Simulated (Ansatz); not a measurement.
Ansatz (a first-principles code) input:

Ansatz 0.2 input:
```yaml
crystal:
  lattice:
    - [0.0, 2.1882951868, 2.1882951868]
    - [2.1882951868, 0.0, 2.1882951868]
    - [2.1882951868, 2.1882951868, 0.0]
  atoms:
    - { symbol: Li, position: [0.0, 0.0, 0.0] }
kpoints:
  mp_grid: { grid: [34, 34, 34] }
hamiltonian:
  xc: r2scan
  pseudopotentials: { kind: paw }
scf:
  occupations: { method: fermi_dirac, width: 0.1 }
elastic: { mode: relaxed_ion, stencil: two_point, amplitude: 0.005, f_tol: 0.0005 }
```

Output (shortened):

```
Pseudopotential: Li, paw, valence charge 3
Functional definition: r2SCAN
Crystal: 1 atoms, lattice volume = 20.958 Å³
Basis set: ecut = 500 eV, 531 PW (Γ), exchange–correlation on 96×96×96 points (64 copies of the dense FFT grid, shifted against one another)
Bands: 6, of which v1, the nominal top of the filled ones, is band 2 counted from 1 (1 counted from 0)
Symmetry: 48 space group operations
Space group: Fm-3m (ITA 225), of the structure as read, at distance tolerance 2.8e-5 Å
k-points: 1059 of 39304
SCF iter   1: F=—  HF=-205.142799 eV  |F-HF|=—  |Δ(HF+E_count)|=         —  Δρ=2.24e-3  dr2=2.94e-4  dr2_τ=3.20e-4  ethr=1.77e-3  ⟨swp⟩=4.9  Hψ=51671  notcnv=0
preconditioner: auto → none
SCF iter   2: F=—  HF=-205.142578 eV  |F-HF|=—  |Δ(HF+E_count)|=   2.20e-4  Δρ=1.05e-3  dr2=7.36e-5  dr2_τ=6.59e-6  ethr=9.80e-6  ⟨swp⟩=2.0  Hψ=21164  notcnv=0  defer=16
SCF iter   3: F=—  HF=-205.142586 eV  |F-HF|=—  |Δ(HF+E_count)|=   7.82e-6  Δρ=4.98e-5  dr2=3.20e-7  dr2_τ=1.46e-7  ethr=2.45e-6  ⟨swp⟩=2.0  Hψ=8001  notcnv=0  defer=16
SCF iter   4: F=—  HF=-205.142588 eV  |F-HF|=—  |Δ(HF+E_count)|=   1.72e-6  Δρ=1.36e-5  dr2=1.03e-8  dr2_τ=1.87e-9  ethr=1.07e-8  ⟨swp⟩=2.0  Hψ=8114  notcnv=0  defer=16
SCF iter   5: F=—  HF=-205.142588 eV  |F-HF|=—  |Δ(HF+E_count)|=   1.13e-8  Δρ=1.60e-6  dr2=1.26e-10  dr2_τ=4.68e-11  ethr=3.44e-10  ⟨swp⟩=2.3  Hψ=8168  notcnv=0  defer=16
SCF iter   6: F=—  HF=-205.142588 eV  |F-HF|=—  |Δ(HF+E_count)|=  3.72e-10  Δρ=7.93e-8  dr2=3.70e-13  dr2_τ=2.11e-14  ethr=4.20e-12  ⟨swp⟩=2.0  Hψ=8018  notcnv=0  defer=16
SCF iter   7: F=-205.142588 eV  HF=-205.142588 eV  |F-HF|=1.42e-13  |Δ(HF+E_count)|=  8.81e-13  Δρ=1.01e-8  dr2=1.63e-14  dr2_τ=1.59e-15  ethr=1.00e-12  ⟨swp⟩=3.5  Hψ=13685  notcnv=0
SCF 1 converged in 7 iterations: F = -205.142588 eV  dr2 = 1.63e-14
Crystal: 1 atoms, lattice volume = 20.958 Å³
iter 1 solved again at ethr=1.00e-12 eV; its pass at ethr=3.10e-3 eV (dr2=1.62e-14 eV) is discarded
SCF iter   1: F=—  HF=-205.142588 eV  |F-HF|=—  |Δ(HF+E_count)|=         —  Δρ=1.01e-8  dr2=1.63e-14  dr2_τ=1.59e-15  ethr=1.00e-12  ⟨swp⟩=1.0  Hψ=58526  notcnv=0
preconditioner: auto → none
SCF iter   2: F=-205.142588 eV  HF=-205.142588 eV  |F-HF|=2.84e-14  |Δ(HF+E_count)|=  5.68e-14  Δρ=5.22e-9  dr2=4.17e-15  dr2_τ=5.67e-17  ethr=1.00e-12  ⟨swp⟩=3.0  Hψ=12955  notcnv=0
SCF 2 converged in 2 iterations: F = -205.142588 eV  dr2 = 4.17e-15
Crystal: 1 atoms, lattice volume = 20.853 Å³
Symmetry: 16 space group operations
k-points: 2844 of 39304
iter 1 solved again at ethr=9.07e-9 eV; its pass at ethr=3.10e-3 eV (dr2=2.72e-7 eV) is discarded
SCF iter   1: F=—  HF=-205.142521 eV  |F-HF|=—  |Δ(HF+E_count)|=         —  Δρ=3.14e-5  dr2=2.36e-7  dr2_τ=3.32e-6  ethr=9.07e-9  ⟨swp⟩=2.2  Hψ=165731  notcnv=0  defer=11
preconditioner: auto → none
SCF iter   2: F=—  HF=-205.142548 eV  |F-HF|=—  |Δ(HF+E_count)|=   2.72e-5  Δρ=1.81e-5  dr2=7.29e-8  dr2_τ=2.76e-9  ethr=7.87e-9  ⟨swp⟩=2.0  Hψ=21884  notcnv=0  defer=11
SCF iter   3: F=—  HF=-205.142548 eV  |F-HF|=—  |Δ(HF+E_count)|=   9.15e-8  Δρ=3.66e-6  dr2=9.56e-10  dr2_τ=1.61e-9  ethr=2.43e-9  ⟨swp⟩=2.0  Hψ=21390  notcnv=0  defer=11
SCF iter   4: F=—  HF=-205.142548 eV  |F-HF|=—  |Δ(HF+E_count)|=   2.44e-8  Δρ=1.27e-6  dr2=1.31e-10  dr2_τ=1.02e-10  ethr=3.19e-11  ⟨swp⟩=2.0  Hψ=21604  notcnv=0  defer=11
SCF iter   5: F=—  HF=-205.142548 eV  |F-HF|=—  |Δ(HF+E_count)|=   2.12e-9  Δρ=9.89e-8  dr2=6.48e-13  dr2_τ=1.58e-13  ethr=4.36e-12  ⟨swp⟩=2.0  Hψ=21585  notcnv=0  defer=11
SCF iter   6: F=-205.142548 eV  HF=-205.142548 eV  |F-HF|=8.53e-14  |Δ(HF+E_count)|=  5.68e-12  Δρ=1.34e-8  dr2=1.40e-14  dr2_τ=8.41e-15  ethr=1.00e-12  ⟨swp⟩=4.0  Hψ=39232  notcnv=0
SCF 3 converged in 6 iterations: F = -205.142548 eV  dr2 = 1.40e-14
Crystal: 1 atoms, lattice volume = 21.063 Å³
Basis set: ecut = 500 eV, 533 PW (Γ), exchange–correlation on 96×96×96 points (64 copies of the dense FFT grid, shifted against one another)
iter 1 solved again at ethr=4.51e-11 eV; its pass at ethr=3.10e-3 eV (dr2=1.35e-9 eV) is discarded
SCF iter   1: F=—  HF=-205.142578 eV  |F-HF|=—  |Δ(HF+E_count)|=         —  Δρ=1.89e-5  dr2=1.35e-9  dr2_τ=6.04e-10  ethr=4.51e-11  ⟨swp⟩=2.0  Hψ=165015  notcnv=0  defer=5
preconditioner: auto → none
SCF iter   2: F=—  HF=-205.142578 eV  |F-HF|=—  |Δ(HF+E_count)|=   6.92e-7  Δρ=9.47e-6  dr2=3.55e-10  dr2_τ=1.83e-9  ethr=4.50e-11  ⟨swp⟩=2.0  Hψ=21887  notcnv=0  defer=5
SCF iter   3: F=—  HF=-205.142577 eV  |F-HF|=—  |Δ(HF+E_count)|=   2.45e-7  Δρ=2.38e-7  dr2=9.78e-13  dr2_τ=1.70e-12  ethr=1.18e-11  ⟨swp⟩=2.0  Hψ=21887  notcnv=0  defer=5
SCF iter   4: F=—  HF=-205.142577 eV  |F-HF|=—  |Δ(HF+E_count)|=  9.35e-11  Δρ=4.20e-8  dr2=1.91e-13  dr2_τ=3.86e-14  ethr=1.00e-12  ⟨swp⟩=4.1  Hψ=39575  notcnv=0
SCF iter   5: F=-205.142577 eV  HF=-205.142577 eV  |F-HF|=5.68e-14  |Δ(HF+E_count)|=  1.39e-12  Δρ=3.43e-9  dr2=2.18e-15  dr2_τ=2.30e-16  ethr=1.00e-12  ⟨swp⟩=3.5  Hψ=36154  notcnv=0
SCF 4 converged in 5 iterations: F = -205.142577 eV  dr2 = 2.18e-15
Crystal: 1 atoms, lattice volume = 20.958 Å³
Symmetry: 8 space group operations
k-points: 5373 of 39304
iter 1 solved again at ethr=1.79e-8 eV; its pass at ethr=3.10e-3 eV (dr2=5.37e-7 eV) is discarded
SCF iter   1: F=—  HF=-205.142563 eV  |F-HF|=—  |Δ(HF+E_count)|=         —  Δρ=3.96e-5  dr2=4.70e-7  dr2_τ=1.00e-6  ethr=1.79e-8  ⟨swp⟩=2.0  Hψ=310697  notcnv=0  defer=21
preconditioner: auto → none
SCF iter   2: F=—  HF=-205.142571 eV  |F-HF|=—  |Δ(HF+E_count)|=   8.26e-6  Δρ=2.29e-5  dr2=1.57e-7  dr2_τ=1.33e-9  ethr=1.57e-8  ⟨swp⟩=2.0  Hψ=41160  notcnv=0  defer=21
SCF iter   3: F=—  HF=-205.142571 eV  |F-HF|=—  |Δ(HF+E_count)|=   6.21e-8  Δρ=2.95e-6  dr2=1.86e-9  dr2_τ=6.91e-10  ethr=5.23e-9  ⟨swp⟩=2.1  Hψ=40453  notcnv=0  defer=21
SCF iter   4: F=—  HF=-205.142571 eV  |F-HF|=—  |Δ(HF+E_count)|=   1.62e-8  Δρ=1.07e-6  dr2=2.12e-10  dr2_τ=2.32e-11  ethr=6.21e-11  ⟨swp⟩=2.0  Hψ=40595  notcnv=0  defer=21
SCF iter   5: F=—  HF=-205.142571 eV  |F-HF|=—  |Δ(HF+E_count)|=  9.09e-10  Δρ=1.12e-7  dr2=3.60e-12  dr2_τ=3.11e-14  ethr=7.08e-12  ⟨swp⟩=2.0  Hψ=40581  notcnv=0  defer=21
SCF iter   6: F=-205.142571 eV  HF=-205.142571 eV  |F-HF|=2.84e-14  |Δ(HF+E_count)|=  1.45e-12  Δρ=1.08e-8  dr2=1.56e-14  dr2_τ=6.12e-16  ethr=1.00e-12  ⟨swp⟩=2.0  Hψ=97681  notcnv=0
SCF 5 converged in 6 iterations: F = -205.142571 eV  dr2 = 1.56e-14
Crystal: 1 atoms, lattice volume = 20.958 Å³
iter 1 solved again at ethr=1.00e-12 eV; its pass at ethr=3.10e-3 eV (dr2=2.34e-11 eV) is discarded
SCF iter   1: F=—  HF=-205.142571 eV  |F-HF|=—  |Δ(HF+E_count)|=         —  Δρ=3.84e-7  dr2=2.33e-11  dr2_τ=5.16e-11  ethr=1.00e-12  ⟨swp⟩=2.4  Hψ=313371  notcnv=0  defer=20
preconditioner: auto → none
SCF iter   2: F=—  HF=-205.142571 eV  |F-HF|=—  |Δ(HF+E_count)|=   1.07e-9  Δρ=2.34e-7  dr2=9.79e-12  dr2_τ=3.16e-13  ethr=7.76e-13 (applied; sched 1.00e-12)  ⟨swp⟩=2.0  Hψ=41405  notcnv=0  defer=20
SCF iter   3: F=—  HF=-205.142571 eV  |F-HF|=—  |Δ(HF+E_count)|=  1.00e-11  Δρ=6.97e-8  dr2=7.78e-13  dr2_τ=1.35e-13  ethr=3.26e-13 (applied; sched 1.00e-12)  ⟨swp⟩=2.0  Hψ=40608  notcnv=0  defer=22
SCF iter   4: F=—  HF=-205.142571 eV  |F-HF|=—  |Δ(HF+E_count)|=  5.74e-12  Δρ=2.61e-8  dr2=1.07e-13  dr2_τ=9.00e-15  ethr=2.59e-14 (applied; sched 1.00e-12)  ⟨swp⟩=2.0  Hψ=40612  notcnv=0  defer=78
SCF iter   5: F=-205.142571 eV  HF=-205.142571 eV  |F-HF|=2.84e-14  |Δ(HF+E_count)|=  2.56e-13  Δρ=2.40e-9  dr2=8.82e-16  dr2_τ=6.75e-17  ethr=1.00e-12  ⟨swp⟩=3.5  Hψ=68048  notcnv=0
SCF 6 converged in 5 iterations: F = -205.142571 eV  dr2 = 8.82e-16
SCF converged after 2 iterations
Free energy (F): -205.142588 eV
Harris-Foulkes:  -205.142588 eV  (|F-HF|=2.84e-14)
Internal energy: -205.127831 eV  (E = F + TS)
E sigma→0 (E₀):  -205.135210 eV
Entropy (-TS):   -0.014757 eV (-14.757 meV/atom)
Fermi energy:    0.957710 eV
--- Per-component energies (eV) ---
  E_band       = -94.876140
  E_kinetic    = 21.138429
  E_local      = -133.282095  (includes V_loc(G=0)·N_el)
  E_nonlocal   = -33.327363
  E_hartree    = 39.634010
  E_xc         = -9.591404
  E_vxc        = -13.666599  (∫ρ·V_xc dr)
  E_paw        = -21.817297  (= ΣΔE_a)
  E_vpaw       = -15.834610  (= ΣTr[D̂ρ^β])
  E_aug_tail   = -0.000102  (compensation charges beyond the density's cutoff)
  E_vtau       = 0.828180  (kinetic-family band-sum trace: ∫τ·v_τ [+ j·A + Jᵃ·Aᵃ] dr)
  E_ewald      = -67.882009
  E_smearing   = -0.014757  (= −TS)
  E_closure    = 0.000000  (closes the sum)
  Σ components = -205.142588   (vs F -205.142588, Δ=0.00e0)
  [band-id]    e_kinetic+e_local+e_nonlocal+2·e_hartree+e_vxc+e_vpaw+e_augmentation_tail+e_vtau = -94.876141   (vs E_band -94.876140, Δ=-4.70e-7)
--- Forces (eV/Å), atoms counted from 1 ---
  atom   1  Li     0.00000000     0.00000000     0.00000000
  max |Σ_I F_I| component: 0.0 eV/Å
--- Stress (GPa, compression-positive) ---
        0.022172       0.000000       0.000000
        0.000000       0.022172       0.000000
        0.000000       0.000000       0.022172
  P = ⅓ Tr σ = 0.0222 GPa (0.222 kbar)
--- Band table (eV; the first three rows and the last of 1059) ---
  k-point 0: bands = ["-47.1855", "-2.9153", "16.5114", "16.5114", "16.5114", "19.9890"]
  k-point 1: bands = ["-47.1854", "-2.8984", "16.2842", "16.4635", "16.4635", "19.7070"]
  k-point 2: bands = ["-47.1850", "-2.8477", "15.6678", "16.3330", "16.3330", "19.4368"]
  k-point 1058: bands = ["-47.1633", "4.4825", "4.9688", "5.6027", "10.1889", "19.1642"]
--- Elastic constants: 2 strain directions × 2 members + reference (group order 48) ---
  dense FFT box of the reference and of every strained cell: 24×24×24
  strains applied: 11, 23; error gains: componentwise 1.00 (the most a stress slope's error grows in a printed constant), spectral 1.73 (1 for all six strains …
  C = ∂σ_k/∂η_j (tension-positive GPa; Voigt order 11 22 33 23 13 12):
        15.411     11.835     11.835      0.000      0.000      0.000
        11.835     15.411     11.835      0.000      0.000      0.000
        11.835     11.835     15.411      0.000      0.000      0.000
         0.000      0.000      0.000     10.148      0.000      0.000
         0.000      0.000      0.000      0.000     10.148      0.000
         0.000      0.000      0.000      0.000      0.000     10.148
  reference stress σ⁰ (GPa):     -0.022     -0.022     -0.022      0.000      0.000      0.000
  C* (energy form; C + prestress term) asymmetry max|C*_kj − C*_jk| = 1.066e-14 GPa — a small one proves nothing (zero by symmetry where the batch's group is …
  moduli (Voigt/Reuss/Hill, GPa): K = 13.03/13.03/13.03   G = 6.80/3.54/5.17   E = 13.70   ν = 0.325
  mechanically stable: yes (min eigenvalue of sym C = 3.58 GPa)
  where every solve meets its electron count the energy-path curvature estimates C_jj along a normal strain and C_jj − ¼(σ⁰_aa + σ⁰_bb) along a shear (ab), of …
  strain η (Voigt 11):  stress-route row diagonal C_11 = 15.41 GPa, energy-path curvature d²(F+E_count+ΔE)/dδ²/Ω₀ = 15.41 GPa
         δ    σ_11 (GPa)             F (eV)   n_scf  n_hpsi   n_pw
    -5.000e-3      -0.0996        -205.1425482       6  325252    544   relax 0 steps, max|allowed force component| 0.00e0 eV/Å
     5.000e-3       0.0545        -205.1425774       5  318360    548   relax 0 steps, max|allowed force component| 0.00e0 eV/Å
  strain η (Voigt 23):  stress-route row diagonal C_44 = 10.15 GPa, energy-path curvature d²(F+E_count+ΔE)/dδ²/Ω₀ = 10.16 GPa
         δ    σ_23 (GPa)             F (eV)   n_scf  n_hpsi   n_pw
    -5.000e-3      -0.0507        -205.1425714       6  635073    545   relax 0 steps, max|allowed force component| 0.00e0 eV/Å
     5.000e-3       0.0507        -205.1425714       5  567978    545   relax 0 steps, max|allowed force component| 0.00e0 eV/Å
```

Cost: roughly 2.4 core-minutes on shared cores.

A made-up cell: these elements were put on the sites of a structure type; the Crystallography Open Database files this formula in space group No. 225, but the cells were not matched. It is not the phase usual at ambient conditions (space group No. 229). The cell was relaxed with r²SCAN under the symmetry of its start; phonons on a q-mesh show no instability. As this level gives no gap, shear constants depend on the k-mesh and smearing (Fermi–Dirac, 0.1 eV here).

Potentials: the later of the program's two PAW sets.

Ansatz is a plane-wave DFT program.
